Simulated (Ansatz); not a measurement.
## Equation of state of LuPO4 and its gap

A database entry relaxed whole under r2SCAN (I4_1/amd):

```
CELL_PARAMETERS angstrom
-3.39835 3.39835 2.97708
3.39835 -3.39835 2.97708
3.39835 3.39835 -2.97708
ATOMIC_POSITIONS crystal
Lu 0.75000 0.25000 0.50000
Lu 0.00000 0.00000 0.00000
P 0.50000 0.50000 0.00000
P 0.25000 0.75000 0.50000
O 0.51461 0.33799 0.17662
O 0.08799 0.41137 0.32338
O 0.16137 0.33799 0.82338
O 0.08799 0.76461 0.67662
O 0.23539 0.91201 0.32338
O 0.66201 0.48539 0.82338
O 0.58863 0.91201 0.67662
O 0.66201 0.83863 0.17662
```

The cell was scaled uniformly, its shape held, and the atoms relaxed at each volume with plane-wave PAW DFT (Ansatz 0.2.0; r2SCAN, 500 eV, 6×6×6 Γ-centred mesh, fermi-dirac occupations of width 0.020 eV; no spin, no spin-orbit coupling). One row is withheld.

```json
{"volume (Å³/atom)": "10.773", "energy over the lowest (meV/atom)": "24.2", "pressure (GPa)": "11.97", "gap over mesh and path (eV)": "7.39"}
{"volume (Å³/atom)": "11.002", "energy over the lowest (meV/atom)": "10.3", "pressure (GPa)": "7.54", "gap over mesh and path (eV)": "7.22"}
{"volume (Å³/atom)": "11.231", "energy over the lowest (meV/atom)": "?", "pressure (GPa)": "?", "gap over mesh and path (eV)": "?"}
{"volume (Å³/atom)": "11.461", "energy over the lowest (meV/atom)": "0.0", "pressure (GPa)": "0.00", "gap over mesh and path (eV)": "6.86"}
{"volume (Å³/atom)": "11.690", "energy over the lowest (meV/atom)": "2.3", "pressure (GPa)": "-3.15", "gap over mesh and path (eV)": "6.69"}
{"volume (Å³/atom)": "11.919", "energy over the lowest (meV/atom)": "8.8", "pressure (GPa)": "-5.93", "gap over mesh and path (eV)": "6.52"}
{"volume (Å³/atom)": "12.148", "energy over the lowest (meV/atom)": "19.2", "pressure (GPa)": "-8.44", "gap over mesh and path (eV)": "6.35"}
```

Q: Fit the pressures of the other rows to the third-order Birch-Murnaghan form.

A: With f = [(V₀/V)^(2/3) − 1]/2 and P = 3B₀f(1 + 2f)^(5/2)[1 + 3(B₀′ − 4)f/2], least squares gives V₀ = 11.46 Å³ an atom, B₀ = 167 GPa and B₀′ = 4.8; the rows miss the fit by 0.02 GPa. The slope of the energies differs from these pressures by less than 0.05 GPa.

Q: How does the gap move with volume?

A: A parabola in ln(V/V₀) through the other rows has the slope dE_g/d ln V = -8.7 eV at V₀, so by B₀ the gap moves by +52 meV a GPa at this fixed shape: it widens under pressure.

Q: What does the withheld row hold?

A: The fit gives 3.54 GPa at 11.231 Å³; the run gave 3.54 GPa and 2.5 meV an atom. Its gap is 7.04 eV, against 7.04 eV from the parabola.

Caveats: the shape of the cell was held, so B₀ is an upper bound where the axes differ in stiffness; 0 K, fixed nuclei; the symmetry was kept, and this need not be the phase that is stable at 0 K; one mesh for all volumes; r2SCAN gaps lie as a rule under measured ones; the slope of the gap can be off by tens of per cent, more where shallow d levels or spin-orbit coupling act on the edges; pressure is positive in compression.
